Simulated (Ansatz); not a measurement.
Starting cell, Se (trigonal-Se type, space group P3_121):

```
CELL_PARAMETERS angstrom
      9.01138     0.00000     0.00000
     -2.25284     3.90204     0.00000
      0.00000     0.00000     4.99129
ATOMIC_POSITIONS crystal
  Se 0.10854 0.00000 0.83333
  Se 0.60854 0.00000 0.83333
  Se 0.00000 0.21709 0.16667
  Se 0.50000 0.21709 0.16667
  Se 0.39146 0.78291 0.50000
  Se 0.89146 0.78291 0.50000
```

In this cell atom 1 (Se, nearest neighbour Se at 2.375 Å; its periodic images, 4.5 Å or more away, move with it) is moved by s along Cartesian [110], unit vector (0.707, 0.707, 0.000); all other atoms and the cell stay fixed.

These are r2SCAN (plane waves to 500 eV, PAW, scalar-relativistic; Ansatz, an electronic-structure program) values and carry that method's errors. k mesh 7×7×6 (Γ-centred), Fermi-Dirac smearing 0.05 eV. The energy includes the smearing's −TS. Se was relaxed with its symmetry unable to fall. The zero of ΔE is the undisplaced structure.

| s (Å) | ΔE (meV/cell) |
|---|---|
| -0.710 | 1791 |
| -0.568 | 1114 |
| -0.426 | 606 |
| -0.284 | 259 |
| -0.142 | 62 |
| 0.000 | 0 |
| 0.142 | 56 |
| 0.284 | 213 |
| 0.426 | 450 |
| 0.568 | 746 |
| 0.710 | 1078 |

**Question.** What force constant k = d²E/ds² at s = 0 does the table give?

**Answer.** 5.9 eV/Å². It is the second difference of the nearest points, corrected with the next pair.

**Question.** With k = 5.88 eV/Å² from the forces, is the well harmonic out to s = 0.710 Å?

**Answer.** ½ks² = 1481 meV/cell against the computed 1078 meV/cell, so the well is softer than harmonic there.

(For displaced atoms, the force is minus the slope of the energy, and its curvature is a force constant, which sets phonon frequencies.)
